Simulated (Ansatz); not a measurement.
Given:

Starting cell, SnCl₂ (space group Pnma):

```xyz
12
Lattice="7.4765 0.0000 0.0000 0.0000 4.2852 0.0000 0.0000 0.0000 8.9367" Properties=species:S:1:pos:R:3 pbc="T T T"
Sn     5.7265     3.2139     5.2260
Sn     1.7501     1.0713     3.7107
Sn     5.4883     1.0713     0.7577
Sn     1.9882     3.2139     8.1790
Cl     3.8946     1.0713     7.5334
Cl     3.5819     3.2139     1.4034
Cl     7.3201     3.2139     3.0650
Cl     0.1564     1.0713     5.8717
Cl     1.0590     1.0713     0.6969
Cl     6.4175     3.2139     8.2398
Cl     2.6792     3.2139     5.1652
Cl     4.7973     1.0713     3.7715
```

The atoms are displaced by Q × the pattern below (from a DFPT mode at Γ, largest move 1; Q in Å), at fixed cell.

```
atom      x       y      z
----  -----  ------  -----
Sn1   0.000  -1.000  0.000
Sn2   0.000   1.000  0.000
Sn3   0.000  -1.000  0.000
Sn4   0.000   1.000  0.000
Cl9   0.000   0.250  0.000
Cl10  0.000  -0.250  0.000
Cl11  0.000   0.250  0.000
Cl12  0.000  -0.250  0.000
```

Atoms not listed stay in place.

Method: LDA (plane waves to 420 eV, PAW, scalar-relativistic; Ansatz, an electronic-structure program). k mesh 4×6×3 (Γ-centred), Fermi-Dirac smearing 0.05 eV. E stands for the smeared free energy. SnCl2 was relaxed with its symmetry unable to fall. The relaxed volume of SnCl2 is well below the measured one. ΔE is measured from the undisplaced structure.

The scan covers Q from -0.280 to 0.280 Å in 13 points.

**Question.** Which space group does the distorted structure have?

**Answer.** P2_1/c (No. 14), lowered from Pnma.

**Question.** Is this a single well or a double well?

**Answer.** A single well with its minimum at or next to zero displacement.

**Question.** Is the energy the same for equal positive and negative displacements?

**Answer.** Even: the same for both signs.

**Question.** What is the energy change at Q = 0.280 Å?

**Answer.** 131.5 meV/cell.

**Question.** What harmonic wavenumber does the curvature at Q = 0 give?

**Answer.** 40 cm⁻¹.

(For displaced atoms, the force is minus the slope of the energy, and its curvature is a force constant, which sets phonon frequencies.)
